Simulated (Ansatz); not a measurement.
HgTe: a fit and a missing row

HgTe, F-43m, a = 6.571 Å. Ansatz: r2SCAN, PAW, 500 eV, Γ-centred 12×12×12 mesh on 2 atoms, Gaussian smearing 0.10 eV; no spin polarisation. Symmetry fixes shape and atoms, so the cell is only scaled; pressure is positive in compression.

| V (Å³/atom) | P (GPa) |
| --- | --- |
| 31.210 | 7.15 |
| 32.274 | 4.86 |
| 33.337 | 2.95 |
| 34.401 | 1.36 |
| 35.465 | 0.03 |
| 36.529 | ? |
| 37.593 | -1.99 |
| 39.012 | -2.98 |

Task: Take V0 = 35.465 Å³/atom, count pressures from its P0 = 0.03 GPa, fit the third-order Birch–Murnaghan form to the other rows, and predict the missing pressure.

Result: With the Eulerian strain f = ½[(V0/V)^(2/3) − 1] and y = (P − P0)/[3f(1 + 2f)^(5/2)], the form is the line y = B0 + 1.5 B0 (B0′ − 4) f. Rows (f, y): 0.04447, 43.1; 0.03244, 42.4; 0.02106, 41.7; 0.01026, 41.1; -0.01905, 39.0; -0.03079, 38.2. Means f = 0.009732, y = 40.917; Σ(Δf)² = 0.004321, ΣΔfΔy = 0.2837; the slope is their ratio. y = 40.28 + 65.66 f GPa, so B0 = 40.3 GPa and B0′ = 4 + 2 × (65.66)/(3 × 40.28) = 5.09. At V = 36.529, f = -0.00976, y = 39.64 and P = -1.07 GPa. The run gave -1.07 GPa, the same to the digits shown.

Spin–orbit coupling is left out, which can shift energies with elements as heavy as these.